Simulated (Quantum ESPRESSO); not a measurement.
# Moving one atom in Si2Ge5C

These are calculations, not measurements. They come from pw.x of Quantum ESPRESSO 7.5, a plane-wave density functional program, with PseudoDojo standard norm-conserving files (v0.5 for PBE, v0.4.1 for LDA and PBEsol). The cells are made up: elements, strain and atom displacements were drawn at random, and nothing was relaxed. There is no spin polarisation, spin-orbit coupling or dispersion term.

The cell has 8 sites of a zincblende or diamond lattice. Sites 1 to 4 hold Si Ge Si Ge; sites 5 to 8 hold C Ge Ge Ge. Cell vectors in Å: (5.797, -0.036, -0.027); (-0.036, 5.794, -0.019); (-0.027, -0.019, 5.710). Settings: PBE, cutoff 1116 eV, 6 x 6 x 6 k mesh shifted by half a step, Fermi-Dirac smearing of 0.1 eV.

Each run shifts the Ge atom on site 2 along y and leaves all else fixed. Site 6 is one of its nearest neighbours. E is the free energy of the cell above the lowest run shown.

```
run,shift (Å),Fy on site 2 (eV/Å),Fy on site 6 (eV/Å),P (GPa),E (meV)
1,-0.0857,-0.264,-0.971,-8.08,0.0
2,-0.0611,-0.467,-0.929,-8.07,9.0
3,0.0013,-0.989,-0.811,-7.98,54.3
5,0.0913,-1.753,-0.611,-7.76,177.7
6,0.1111,-1.922,-0.563,-7.69,214.0
7,0.1301,-2.083,-0.515,-7.62,252.1
4,0.0324,?,?,?,?
```

A rerun of one of these cells at 1347 eV and k mesh 8 x 8 x 8 moved values by no more than 0.002 eV in the cell's energy, 0.02 GPa in stress and 0.006 eV/Å in force.

## Worked fit

A parabola through the six runs shown gives Fy on site 2 = -0.979 - 8.41 u - 0.7 u² eV/Å, with u in Å and a scatter of 0.002 eV/Å. Minus the slope, 8.41 ± 0.03 eV/Å², is this atom's force constant along y at u = 0, with its periodic images moving too. The fitted force does not vanish within the range. The error is the larger of the fit's own and the change that a cubic makes, rounded up.

## Withheld run

Question: what Fy on site 2 should run 4 give?

The fit gives -1.252 eV/Å. The calculation gave -1.252 eV/Å.

```
run,shift (Å),Fy on site 2 (eV/Å),Fy on site 6 (eV/Å),P (GPa),E (meV)
4,0.0324,-1.252,-0.746,-7.92,89.1
```